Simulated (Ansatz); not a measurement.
Consider the following.

SrZrO$_{3}$:
```
CELL_PARAMETERS angstrom
      2.90280     1.67593     4.70903
     -2.90280     1.67593     4.70903
      0.00000    -3.35186     4.70903
ATOMIC_POSITIONS crystal
  Sr 0.26698 0.26698 0.26698
  Sr 0.76698 0.76698 0.76698
  Zr 0.01163 0.01163 0.01163
  Zr 0.51163 0.51163 0.51163
  O  0.75301 0.18927 0.32939
  O  0.32939 0.75301 0.18927
  O  0.18927 0.32939 0.75301
  O  0.82939 0.68927 0.25301
  O  0.25301 0.82939 0.68927
  O  0.68927 0.25301 0.82939
```

This is the PBEsol-relaxed structure.

**Question.** All from the program Ansatz at the PBEsol level (PAW), unless another level is named. Estimate the electronic dielectric constant ε∞ (DFPT).

**Answer.** 4.70 (xx = yy), 4.55 (zz).

**Question.** Next, the Born charges (a third of the trace)?

**Answer.** Sr +2.50, Zr +5.92, O -2.81 e.

**Question.** Give the largest static χ(2) component.

**Answer.** 4.6 pm/V.

**Question.** Give the static dielectric constant ε0 (ions relaxed, cell fixed).

**Answer.** 42.3 (xx = yy), 149 (zz).

Space group R3c. The start of the workflow was typed in or built on a structure type; neither database checked (COD, Materials Project) lists it. COD files the formula under space group No. 62, 63, 221. Whether it is the stable phase at ambient conditions was not checked. Symmetry was held in the PBEsol relaxation; whether a distortion lowers the energy is not shown. No spin polarisation was allowed. Spin–orbit coupling is left out wherever it is not named.

Potentials: the earlier of the program's two PAW sets. The files were generated under PBE; for other functionals the program regenerates the frozen cores, and for LDA and PBEsol the local potential too.
